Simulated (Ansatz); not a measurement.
Relaxation of a relaxed GaPt cell deformed by the Cartesian strain tensor (xx, yy, zz, yz, xz, xy) = (-0.067, -0.111, 0.093, 0.040, -0.050, 0.050); 8 atoms in the cell, which starts as P1 (No. 1), aP8; a = 4.3699 Å, b = 4.5875 Å, c = 5.3681 Å, α = 95.62°, β = 94.57°, γ = 96.13°. Computed with PBEsol (plane waves to 420 eV, PAW, scalar-relativistic; Ansatz, a program for electronic structure). Γ-centred k-mesh 7×8×6 on the run's cell (coarser than for final values), Fermi–Dirac smearing 0.05 eV. This is the first round of the run. 

The optimiser's lines from the output (shortened; P is positive under compression):

```
relax step   1: F+E_penalty+E_count = -64510.00863888 eV  Δ(F+E_penalty+E_count) = +0.000e0 eV  max|allowed force component| = 1.928e0 eV/Å  Δτ_max = 0.0000 Å  P = +40.344 GPa  Ω = 106.044 Å³  (8 SCF iters, dr2 threshold 1.00e-7 eV, accepted)
relax step   2: F+E_penalty+E_count = -64512.06080629 eV  Δ(F+E_penalty+E_count) = -2.052e0 eV  max|allowed force component| = 7.740e-1 eV/Å  Δτ_max = 0.0410 Å  P = +11.472 GPa  Ω = 115.514 Å³  (7 SCF iters, dr2 threshold 8.00e-7 eV, accepted)
relax step   3: F+E_penalty+E_count = -64512.77579141 eV  Δ(F+E_penalty+E_count) = -7.150e-1 eV  max|allowed force component| = 2.397e-1 eV/Å  Δτ_max = 0.0278 Å  P = +2.759 GPa  Ω = 118.147 Å³  (7 SCF iters, dr2 threshold 8.00e-7 eV, accepted)
relax step   4: F+E_penalty+E_count = -64513.21461584 eV  Δ(F+E_penalty+E_count) = -4.388e-1 eV  max|allowed force component| = 2.150e-1 eV/Å  Δτ_max = 0.0188 Å  P = -0.184 GPa  Ω = 118.066 Å³  (7 SCF iters, dr2 threshold 8.00e-7 eV, accepted)
relax step   5: F+E_penalty+E_count = -64513.31744598 eV  Δ(F+E_penalty+E_count) = -1.028e-1 eV  max|allowed force component| = 2.406e-2 eV/Å  Δτ_max = 0.0464 Å  P = +0.043 GPa  Ω = 117.116 Å³  (7 SCF iters, dr2 threshold 8.00e-7 eV, accepted)
relax step   6: F+E_penalty+E_count = -64513.32108594 eV  Δ(F+E_penalty+E_count) = -3.640e-3 eV  max|allowed force component| = 1.387e-2 eV/Å  Δτ_max = 0.0119 Å  P = +0.148 GPa  Ω = 117.189 Å³  (5 SCF iters, dr2 threshold 8.00e-7 eV, accepted)
relax step   7: F+E_penalty+E_count = -64513.32129198 eV  Δ(F+E_penalty+E_count) = -2.060e-4 eV  max|allowed force component| = 2.449e-3 eV/Å  Δτ_max = 0.0031 Å  P = -0.037 GPa  Ω = 117.269 Å³  (4 SCF iters, dr2 threshold 3.48e-7 eV, accepted)
relax step   8: F+E_penalty+E_count = -64513.32130779 eV  Δ(F+E_penalty+E_count) = -1.581e-5 eV  max|allowed force component| = 5.308e-4 eV/Å  Δτ_max = 0.0004 Å  P = +0.004 GPa  Ω = 117.249 Å³  (5 SCF iters, dr2 threshold 6.99e-9 eV, accepted)
relax step   9: F+E_penalty+E_count = -64513.39191553 eV  Δ(F+E_penalty+E_count) = -7.061e-2 eV  max|allowed force component| = 7.500e-3 eV/Å  Δτ_max = 0.0000 Å  P = +1.051 GPa  Ω = 117.249 Å³  stress off target by 2.77e0 GPa  SCF on the basis re-selected at this cell (its energy is not comparable with the rows above)  (9 SCF iters)
relax step  10: F+E_penalty+E_count = -64513.40526886 eV  Δ(F+E_penalty+E_count) = -1.335e-2 eV  max|allowed force component| = 7.189e-3 eV/Å  Δτ_max = 0.0073 Å  P = +0.147 GPa  Ω = 117.764 Å³  (6 SCF iters, dr2 threshold 8.00e-7 eV, accepted)
relax step  11: F+E_penalty+E_count = -64513.40608166 eV  Δ(F+E_penalty+E_count) = -8.128e-4 eV  max|allowed force component| = 3.314e-3 eV/Å  Δτ_max = 0.0033 Å  P = -0.004 GPa  Ω = 117.858 Å³  (4 SCF iters, dr2 threshold 8.00e-7 eV, accepted)
relax step  12: F+E_penalty+E_count = -64513.40609312 eV  Δ(F+E_penalty+E_count) = -1.147e-5 eV  max|allowed force component| = 1.938e-3 eV/Å  Δτ_max = 0.0012 Å  P = -0.000 GPa  Ω = 117.857 Å³  (6 SCF iters, dr2 threshold 3.48e-9 eV, accepted)
relax step  13: F+E_penalty+E_count = -64513.40634729 eV  Δ(F+E_penalty+E_count) = -2.542e-4 eV  max|allowed force component| = 1.945e-3 eV/Å  Δτ_max = 0.0000 Å  P = -0.005 GPa  Ω = 117.857 Å³  stress off target by 6.12e-3 GPa  SCF on the basis re-selected at this cell (its energy is not comparable with the rows above)  (6 SCF iters)
```

From the first to the last row the energy changes by -0.42 eV/atom and the volume by +11.1 %. The last row is marked as not comparable with the walk above it, whose basis was carried along; it does compare with step 1, since both stand on a basis selected at the nominal cutoff for their own cell.

Energy and pressure jump between steps 8 and 9 at one geometry, where the plane-wave basis was selected anew. While the cell walks, the set of plane waves is carried along, so its effective cutoff drifts with the strain; re-selecting it at 420 eV moved the energy by -0.009 eV/atom and the pressure by 1.0 GPa. Only step 1 and rows on a re-selected basis compare with each other.

Later rounds, restarted from the end of this one on a renewed k-mesh, logged 7 more steps and released under 0.01 eV/atom more. The final structure after all rounds: P2₁3 (No. 198), cP8, AFLOW prototype AB_cP8_198_a_a (B20, as in FeSi); a = 4.903 Å, b = 4.903 Å, c = 4.903 Å, α = 90.00°, β = 90.00°, γ = 90.00°. Between re-selections the logged energies stand on a plane-wave basis carried along with the cell. No spin polarisation in the result.

The cell that was disturbed is our relaxation of an entry of Materials Project.
